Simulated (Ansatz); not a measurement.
A relaxation of cell and atoms of SbAsSe4 on the sites of WOF4 (No. 79) with the plane-wave code Ansatz, at the level PBEsol. It starts from a supercell of the PBEsol minimum, slightly strained and with each coordinate displaced at random by about 0.15 Å.

```yaml
crystal:
  lattice:
    - [-3.1802601774, 3.1822989753, 3.3675808692]
    - [3.1655093925, -3.1963645794, 3.3669246007]
    - [3.2331372294, 3.2492416314, -3.3810529536]
  atoms:
    - { symbol: Sb, position: [0.2090421929, 0.209921539, -0.0126764148] }
    - { symbol: As, position: [0.5799118719, 0.6127562375, -0.0359512432] }
    - { symbol: Se, position: [0.5094888905, 0.7497264428, 0.5600121079] }
    - { symbol: Se, position: [-0.0875977278, 0.4654069254, 0.7295794184] }
    - { symbol: Se, position: [0.7038870196, 0.1917400745, 0.2804373686] }
    - { symbol: Se, position: [0.184577232, -0.0092600025, 0.4957915626] }
kpoints:
  mp_grid: { grid: [4, 4, 4] }
hamiltonian:
  xc: pbesol
scf:
  occupations: { method: fermi_dirac, width: 0.05 }
relax:
  f_tol: 0.01
  cell: {}
  max_steps: 120
```

Of the 34 recorded frames of the trajectory, 22 are shown, each with positions in Å and forces in eV/Å. Some frames, the last among them, repeat a geometry solved again on a basis re-selected at its cell; pressure is positive in compression.

Step 1: energy 0.0 meV/atom from step 1, largest force component 4.453 eV/Å, pressure +7.17 GPa
```xyz
6
Lattice="-3.1803 3.1823 3.3676 3.1655 -3.1964 3.3669 3.2331 3.2492 -3.3811" Properties=species:S:1:pos:R:3:forces:R:3 pbc="T T T"
Sb   -0.0413   -0.0469    1.4536    1.0009    0.1197   -1.3595
As   -0.0208   -0.2300    4.1376   -0.0484    0.0454    0.8023
Se    2.5636    1.0446    2.3466    0.2752    0.0213   -0.3765
Se    4.1107    0.6042   -1.1947    4.4186    2.7967    0.4914
Se   -0.7249    2.5383    2.0678   -4.4534   -2.6409    0.2205
Se    0.9866    2.2279   -1.0859   -1.1929   -0.3422    0.2218
```

Step 2: energy -161.3 meV/atom from step 1, largest force component 0.555 eV/Å, pressure -1.48 GPa
```xyz
6
Lattice="-3.2768 3.2923 3.4276 3.2417 -3.2952 3.3972 3.2476 3.2667 -3.4307" Properties=species:S:1:pos:R:3:forces:R:3 pbc="T T T"
Sb    0.0157   -0.0636    1.3192    0.0475    0.0263    0.0709
As   -0.0404   -0.1878    4.2395   -0.0069    0.0509    0.3498
Se    2.6330    1.0268    2.2633    0.0785   -0.0079   -0.1145
Se    4.3058    0.5868   -1.1080    0.5549    0.4847   -0.2075
Se   -0.9100    2.5776    2.2426   -0.5527   -0.4364   -0.0306
Se    0.8655    2.2449   -1.1388   -0.1214   -0.1175   -0.0681
```

Step 3: energy -179.3 meV/atom from step 1, largest force component 0.368 eV/Å, pressure +0.67 GPa
```xyz
6
Lattice="-3.2040 3.2473 3.4819 3.1622 -3.2611 3.4552 3.1605 3.2190 -3.4959" Properties=species:S:1:pos:R:3:forces:R:3 pbc="T T T"
Sb    0.0011   -0.0609    1.4248    0.1439    0.0194   -0.0857
As    0.0018   -0.1232    4.3628    0.0701    0.0453    0.1048
Se    2.6070    1.0260    2.2707   -0.0846   -0.1166   -0.0137
Se    4.2648    0.5971   -1.2071    0.0632    0.3678   -0.0131
Se   -0.9569    2.5525    2.2996   -0.1166   -0.3647   -0.0212
Se    0.7525    2.0783   -1.2213   -0.0759    0.0488    0.0290
```

Step 4: energy -189.1 meV/atom from step 1, largest force component 0.221 eV/Å, pressure +0.33 GPa
```xyz
6
Lattice="-3.2498 3.3075 3.4424 3.2061 -3.3068 3.4003 3.1423 3.2011 -3.4424" Properties=species:S:1:pos:R:3:forces:R:3 pbc="T T T"
Sb    0.0085   -0.0536    1.3789    0.1254    0.0059   -0.1127
As    0.0141   -0.1036    4.3354    0.0485    0.0022    0.2206
Se    2.6015    0.9821    2.2520   -0.0544    0.1586   -0.0661
Se    4.2561    0.6054   -1.2143    0.0027    0.1731   -0.0080
Se   -0.9734    2.5328    2.2689   -0.0504   -0.1950   -0.0449
Se    0.7279    2.0955   -1.1887   -0.0718   -0.1449    0.0110
```

Step 5: energy -201.9 meV/atom from step 1, largest force component 0.769 eV/Å, pressure +0.74 GPa
```xyz
6
Lattice="-3.3516 3.5060 3.3450 3.3122 -3.4806 3.2831 3.0149 3.1482 -3.3211" Properties=species:S:1:pos:R:3:forces:R:3 pbc="T T T"
Sb    0.0439   -0.0691    1.3044    0.0552    0.0573   -0.2275
As    0.0897   -0.0080    4.3548   -0.0017   -0.4248   -0.0411
Se    2.5829    0.9028    2.1732   -0.2820    0.7686   -0.0550
Se    4.1678    0.6091   -1.2511   -0.0704   -0.6099    0.2094
Se   -1.0294    2.4388    2.1677    0.0232    0.5819   -0.0275
Se    0.5446    2.1091   -1.1368    0.2758   -0.3732    0.1417
```

Step 6: energy -208.0 meV/atom from step 1, largest force component 0.612 eV/Å, pressure +0.16 GPa
```xyz
6
Lattice="-3.3155 3.4401 3.3578 3.2860 -3.4266 3.3168 3.0687 3.1832 -3.3453" Properties=species:S:1:pos:R:3:forces:R:3 pbc="T T T"
Sb    0.0435   -0.0704    1.3043   -0.0389   -0.0278   -0.1070
As    0.0731   -0.0858    4.3396    0.0437    0.1952    0.1200
Se    2.5846    0.9680    2.1860   -0.0842    0.4237    0.0362
Se    4.2124    0.5875   -1.2041   -0.0833   -0.0404   -0.0001
Se   -1.0107    2.4914    2.1639    0.1265    0.0617    0.0679
Se    0.6229    2.1440   -1.1243    0.0360   -0.6122   -0.1170
```

Step 7: energy -216.2 meV/atom from step 1, largest force component 0.426 eV/Å, pressure -0.78 GPa
```xyz
6
Lattice="-3.2392 3.6188 3.3380 3.2212 -3.6064 3.3077 2.9469 3.3219 -3.3258" Properties=species:S:1:pos:R:3:forces:R:3 pbc="T T T"
Sb    0.0372   -0.0785    1.2908   -0.0044   -0.0555   -0.0723
As    0.1251   -0.0642    4.3902    0.0115   -0.0641   -0.3223
Se    2.5408    1.0993    2.1761   -0.3401    0.1683    0.1306
Se    4.0677    0.6382   -1.2129   -0.2182   -0.1347    0.0657
Se   -0.9648    2.5738    2.1658    0.1257    0.1872    0.0612
Se    0.4904    2.1220   -1.1671    0.4256   -0.1012    0.1371
```

Step 8: energy -232.9 meV/atom from step 1, largest force component 0.374 eV/Å, pressure -0.55 GPa
```xyz
6
Lattice="-3.3088 3.5814 3.3236 3.2843 -3.5636 3.2826 2.9702 3.2312 -3.3066" Properties=species:S:1:pos:R:3:forces:R:3 pbc="T T T"
Sb    0.0370   -0.0685    1.2465    0.0062   -0.0457   -0.2518
As    0.1211   -0.0745    4.3103    0.0709   -0.0310    0.1125
Se    2.4806    1.0612    2.2065    0.0092    0.3738    0.0461
Se    4.1148    0.6061   -1.2121   -0.0800   -0.2253    0.0298
Se   -1.0053    2.5430    2.1623    0.0430    0.2413    0.0125
Se    0.5894    2.0571   -1.1177   -0.0492   -0.3131    0.0510
```

Step 9: energy -252.2 meV/atom from step 1, largest force component 0.260 eV/Å, pressure +0.09 GPa
```xyz
6
Lattice="-3.3939 3.5941 3.3672 3.3638 -3.5710 3.3161 2.9361 3.1189 -3.3457" Properties=species:S:1:pos:R:3:forces:R:3 pbc="T T T"
Sb    0.0250   -0.0849    1.1739   -0.0090   -0.1353   -0.2342
As    0.1759   -0.0845    4.3392    0.2154   -0.0435    0.1063
Se    2.3966    1.0580    2.2772    0.0489    0.2604    0.1671
Se    4.1246    0.5413   -1.2222   -0.0785   -0.1284   -0.0713
Se   -1.0628    2.5197    2.1923   -0.0736    0.2347   -0.0224
Se    0.6070    1.9582   -1.0779   -0.1032   -0.1879    0.0545
```

Step 10: energy -271.3 meV/atom from step 1, largest force component 0.346 eV/Å, pressure +1.46 GPa
```xyz
6
Lattice="-3.5584 3.6233 3.4418 3.5232 -3.6040 3.3901 2.9045 2.9545 -3.4250" Properties=species:S:1:pos:R:3:forces:R:3 pbc="T T T"
Sb    0.0057   -0.1337    1.0565   -0.0673   -0.2357    0.3375
As    0.3171   -0.1322    4.4209    0.3457   -0.0183    0.0237
Se    2.2922    1.0652    2.4601   -0.1125   -0.2194   -0.0892
Se    4.1546    0.4343   -1.2998    0.0288    0.2774   -0.1245
Se   -1.1841    2.5219    2.2137   -0.1753   -0.1241    0.0823
Se    0.6258    1.8089   -1.0078   -0.0195    0.3201   -0.2298
```

Step 11: energy -284.7 meV/atom from step 1, largest force component 0.374 eV/Å, pressure +0.64 GPa
```xyz
6
Lattice="-3.6063 3.6464 3.4797 3.5869 -3.6284 3.4442 2.9179 2.9442 -3.4642" Properties=species:S:1:pos:R:3:forces:R:3 pbc="T T T"
Sb   -0.0086   -0.1774    1.0856   -0.0911   -0.3522    0.2679
As    0.4106   -0.1492    4.4971    0.2502   -0.0156   -0.0434
Se    2.3088    1.0670    2.4859   -0.1134   -0.0981   -0.0044
Se    4.1767    0.4283   -1.3101    0.0134    0.3744   -0.1803
Se   -1.2153    2.5505    2.2624   -0.1103   -0.2118    0.1601
Se    0.6069    1.8186   -1.0569    0.0512    0.3033   -0.1998
```

Step 24: energy -330.4 meV/atom from step 1, largest force component 0.010 eV/Å, pressure -0.01 GPa
```xyz
6
Lattice="-3.6947 3.7291 3.3673 3.7455 -3.6949 3.3830 3.1054 3.1086 -3.3348" Properties=species:S:1:pos:R:3:forces:R:3 pbc="T T T"
Sb   -0.2044   -0.4773    1.0976    0.0033    0.0027   -0.0011
As    0.8937   -0.2122    4.3921   -0.0003    0.0074    0.0069
Se    2.5034    1.4006    2.2481    0.0019   -0.0005   -0.0003
Se    4.2474    0.5359   -1.2123   -0.0040   -0.0022   -0.0001
Se   -1.1788    2.7166    2.5951    0.0015    0.0028   -0.0064
Se    0.5629    1.9317   -1.2672   -0.0025   -0.0102    0.0010
```

Step 25: energy -330.4 meV/atom from step 1, largest force component 0.010 eV/Å, pressure -0.01 GPa
```xyz
6
Lattice="-3.6935 3.7290 3.3665 3.7460 -3.6948 3.3837 3.1050 3.1093 -3.3339" Properties=species:S:1:pos:R:3:forces:R:3 pbc="T T T"
Sb   -0.2044   -0.4776    1.0971    0.0032    0.0023    0.0006
As    0.8950   -0.2118    4.3926    0.0002    0.0073    0.0050
Se    2.5044    1.4010    2.2486    0.0023   -0.0001    0.0001
Se    4.2471    0.5365   -1.2116   -0.0044   -0.0018    0.0000
Se   -1.1778    2.7169    2.5945    0.0016    0.0024   -0.0061
Se    0.5625    1.9318   -1.2663   -0.0028   -0.0101    0.0004
```

Step 26 (rejected): energy -330.3 meV/atom from step 1, largest force component 0.025 eV/Å, pressure 0.00 GPa
```xyz
6
Lattice="-3.6709 3.7255 3.3359 3.7544 -3.7051 3.3953 3.0954 3.1327 -3.3161" Properties=species:S:1:pos:R:3:forces:R:3 pbc="T T T"
Sb   -0.2029   -0.4834    1.1024   -0.0064   -0.0135   -0.0009
As    0.9219   -0.2138    4.3805   -0.0041   -0.0102    0.0115
Se    2.5270    1.4127    2.2503   -0.0110    0.0004   -0.0118
Se    4.2354    0.5480   -1.1979    0.0249   -0.0069    0.0042
Se   -1.1602    2.7160    2.5673   -0.0051    0.0205   -0.0020
Se    0.5521    1.9344   -1.2502    0.0018    0.0097   -0.0010
```

Step 27: energy -330.4 meV/atom from step 1, largest force component 0.011 eV/Å, pressure +0.01 GPa
```xyz
6
Lattice="-3.6819 3.7260 3.3522 3.7520 -3.6991 3.3930 3.0985 3.1187 -3.3265" Properties=species:S:1:pos:R:3:forces:R:3 pbc="T T T"
Sb   -0.2026   -0.4832    1.1002    0.0025    0.0075   -0.0012
As    0.9078   -0.2134    4.3911   -0.0014    0.0026   -0.0011
Se    2.5135    1.4036    2.2522    0.0041   -0.0004    0.0017
Se    4.2457    0.5414   -1.2044   -0.0103   -0.0016   -0.0054
Se   -1.1688    2.7190    2.5803    0.0030   -0.0115    0.0042
Se    0.5559    1.9326   -1.2587    0.0019    0.0033    0.0019
```

Step 28: energy -330.4 meV/atom from step 1, largest force component 0.010 eV/Å, pressure -0.01 GPa
```xyz
6
Lattice="-3.6722 3.7239 3.3409 3.7544 -3.7043 3.4000 3.0928 3.1281 -3.3221" Properties=species:S:1:pos:R:3:forces:R:3 pbc="T T T"
Sb   -0.1989   -0.4851    1.1022   -0.0014   -0.0098    0.0022
As    0.9168   -0.2144    4.3911   -0.0022   -0.0040   -0.0010
Se    2.5193    1.4070    2.2537    0.0000    0.0044   -0.0009
Se    4.2391    0.5417   -1.2036    0.0043    0.0088    0.0018
Se   -1.1635    2.7156    2.5710   -0.0015    0.0069   -0.0032
Se    0.5527    1.9380   -1.2531    0.0008   -0.0064    0.0012
```

Step 29: energy -332.8 meV/atom from step 1, largest force component 0.012 eV/Å, pressure +0.15 GPa
```xyz
6
Lattice="-3.6722 3.7239 3.3409 3.7544 -3.7043 3.4000 3.0928 3.1281 -3.3221" Properties=species:S:1:pos:R:3:forces:R:3 pbc="T T T"
Sb   -0.1989   -0.4851    1.1022   -0.0015   -0.0117    0.0022
As    0.9168   -0.2144    4.3911   -0.0027   -0.0038   -0.0008
Se    2.5193    1.4070    2.2537    0.0001    0.0055   -0.0005
Se    4.2391    0.5417   -1.2036    0.0036    0.0094    0.0012
Se   -1.1635    2.7156    2.5710   -0.0014    0.0078   -0.0031
Se    0.5527    1.9380   -1.2531    0.0019   -0.0072    0.0009
```

Step 30: energy -333.2 meV/atom from step 1, largest force component 0.023 eV/Å, pressure -0.06 GPa
```xyz
6
Lattice="-3.7273 3.7690 3.3571 3.7943 -3.7440 3.3967 3.0990 3.1190 -3.3332" Properties=species:S:1:pos:R:3:forces:R:3 pbc="T T T"
Sb   -0.1942   -0.4913    1.1027   -0.0095   -0.0230   -0.0036
As    0.9131   -0.2231    4.3986   -0.0040    0.0066    0.0146
Se    2.5193    1.3962    2.2545   -0.0224    0.0217    0.0094
Se    4.2543    0.5304   -1.2126   -0.0058   -0.0046    0.0030
Se   -1.2056    2.7527    2.5833    0.0233   -0.0028   -0.0091
Se    0.5642    1.9262   -1.2609    0.0184    0.0021   -0.0144
```

Step 31: energy -333.3 meV/atom from step 1, largest force component 0.026 eV/Å, pressure +0.01 GPa
```xyz
6
Lattice="-3.7537 3.7881 3.3563 3.8097 -3.7608 3.3834 3.0982 3.1086 -3.3303" Properties=species:S:1:pos:R:3:forces:R:3 pbc="T T T"
Sb   -0.1891   -0.4934    1.1030    0.0169   -0.0010    0.0083
As    0.9061   -0.2273    4.3903   -0.0008   -0.0131   -0.0054
Se    2.4948    1.3971    2.2469    0.0002    0.0064   -0.0207
Se    4.2639    0.5183   -1.2165   -0.0181   -0.0051   -0.0061
Se   -1.2191    2.7570    2.5775    0.0006    0.0108   -0.0019
Se    0.5716    1.9213   -1.2612    0.0012    0.0020    0.0258
```

Step 32: energy -333.4 meV/atom from step 1, largest force component 0.011 eV/Å, pressure 0.00 GPa
```xyz
6
Lattice="-3.7658 3.7900 3.3508 3.8172 -3.7692 3.3798 3.1046 3.1112 -3.3311" Properties=species:S:1:pos:R:3:forces:R:3 pbc="T T T"
Sb   -0.1859   -0.4978    1.1057   -0.0003    0.0029    0.0056
As    0.9044   -0.2311    4.3821   -0.0060   -0.0066    0.0107
Se    2.4889    1.4044    2.2328    0.0070    0.0022   -0.0105
Se    4.2666    0.5129   -1.2223    0.0060   -0.0049   -0.0074
Se   -1.2273    2.7553    2.5685   -0.0005   -0.0012    0.0012
Se    0.5856    1.9199   -1.2477   -0.0062    0.0076    0.0004
```

Step 33: energy -333.4 meV/atom from step 1, largest force component 0.007 eV/Å, pressure -0.02 GPa
```xyz
6
Lattice="-3.7633 3.7886 3.3453 3.8190 -3.7711 3.3813 3.1033 3.1144 -3.3286" Properties=species:S:1:pos:R:3:forces:R:3 pbc="T T T"
Sb   -0.1857   -0.5000    1.1080   -0.0027    0.0020    0.0039
As    0.9073   -0.2309    4.3816   -0.0047   -0.0047    0.0071
Se    2.4912    1.4054    2.2310    0.0036    0.0031   -0.0030
Se    4.2676    0.5115   -1.2247    0.0025    0.0011   -0.0035
Se   -1.2244    2.7540    2.5627   -0.0045    0.0018    0.0009
Se    0.5829    1.9230   -1.2427    0.0058   -0.0033   -0.0054
```

Step 34: energy -333.5 meV/atom from step 1, largest force component 0.007 eV/Å, pressure -0.02 GPa
```xyz
6
Lattice="-3.7633 3.7886 3.3453 3.8190 -3.7711 3.3813 3.1033 3.1144 -3.3286" Properties=species:S:1:pos:R:3:forces:R:3 pbc="T T T"
Sb   -0.1857   -0.5000    1.1080   -0.0027    0.0019    0.0039
As    0.9073   -0.2309    4.3816   -0.0047   -0.0047    0.0071
Se    2.4912    1.4054    2.2310    0.0036    0.0031   -0.0029
Se    4.2676    0.5115   -1.2247    0.0025    0.0011   -0.0035
Se   -1.2244    2.7540    2.5627   -0.0045    0.0018    0.0009
Se    0.5829    1.9230   -1.2427    0.0058   -0.0033   -0.0055
```

The walk took 32 steps, besides SCFs solved again on a fresh basis, and changed the volume by +14.9 %. The last SCF, on a fresh basis, lies 333 meV an atom below the first. Final cell: the symmetry is P1 (No. 1, triclinic); a = 5.514 Å, b = 5.598 Å, c = 6.301 Å, α = 108.8°, β = 108.5°, γ = 105.5° in the conventional setting, 26.54 Å³ an atom. Around Sb lie 3 Se at 2.62–2.69 Å; around As lie 3 Se at 2.43–2.45 Å; around Se lie 1 As at 2.43 Å and 1 Sb at 2.63 Å; around Se lie 1 Se at 2.36 Å and 1 Sb at 2.69 Å; around Se lie 1 Se at 2.36 Å and 1 As at 2.43 Å; around Se lie 1 As at 2.45 Å and 1 Sb at 2.62 Å.

Run as `ansatz run input.yaml --threads 2 --pin off --max-ram 2211MiB --backend cpu --events-out ev --progress --plain --runs-dir out`.

Task: What wall time did it need on 2 threads of Intel(R) Xeon(R) 6975P-C (Granite Rapids) (shared host), load about 0.2 per core, and what peak of host memory did it reach?

Result: About 3.1 min, with a peak of 0.66 GiB.

Values at 0 K without nuclear motion; spin polarisation is off, and the phase may be a hypothetical one.
